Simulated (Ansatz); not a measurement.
HfN (rock salt)

```xyz
4
Lattice="0.0000 4.5255 4.5255 2.2627 0.0000 2.2627 2.2627 2.2627 0.0000" Properties=species:S:1:pos:R:3 pbc="T T T"
N      0.0000     0.0000     0.0000
N      0.0000     2.2627     2.2627
Hf     2.2627     2.2627     2.2627
Hf     2.2627     4.5255     4.5255
```

In this cell atom 3 (Hf, nearest neighbour N at 2.263 Å; its periodic images, 3.2 Å or more away, move with it) is moved by s towards the nearest neighbour, unit vector (-1.000, 0.000, 0.000); all other atoms and the cell stay fixed.

These are r2SCAN (plane waves to 500 eV, PAW, scalar-relativistic; Ansatz, a program for electronic structure) values and carry that method's errors. k mesh 7×14×14 (Γ-centred), Fermi-Dirac smearing 0.05 eV. E stands for the smeared free energy. Stress and pressure are positive under compression. With partly filled bands, energies and forces of such displacements shift with the k mesh and the smearing. F∥ is the force on the atom along that direction. F⊥ is the part of the force across the line. HfN is run without spin polarisation. HfN was relaxed with its symmetry unable to fall. Spin-orbit coupling is left out, though Hf is heavy. The zero of ΔE is the undisplaced structure.

```
s (Å)   ΔE (meV/cell)  P (GPa)  F∥ (eV/Å)  |F⊥| (eV/Å)
------  -------------  -------  ---------  -----------
-0.230            316      4.2      3.074        0.371
-0.184            193      2.6      2.271        0.222
-0.138            105      1.5      1.584        0.106
-0.092             46      0.7      1.014        0.049
-0.046             11      0.2      0.492        0.014
0.000               0      0.0      0.000        0.000
0.046              11      0.2     -0.492        0.014
0.092              46      0.7     -1.014        0.049
0.138             105      1.5     -1.584        0.106
0.184             193      2.6     -2.271        0.222
0.230             316      4.2     -3.074        0.371
```

Derived quantities:

- Energy at s = 0.230 Å = 316 meV/cell
- Force along the line at s = -0.230 Å = 3.07 eV/Å
- Symmetry of the curve = even: the same for both signs
- Shape of the curve = a single well with its minimum at or next to zero displacement
- Force constant k = d²E/ds² at s = 0 (finite differences) = 10.6 eV/Å²
- Harmonic estimate at the end of the scan = ½ks² = 280 meV/cell against the computed 316 meV/cell, so the well is stiffer than harmonic there

(A displaced cell: forces are minus the slopes of the energy, force constants its curvatures, and phonons follow from these.)
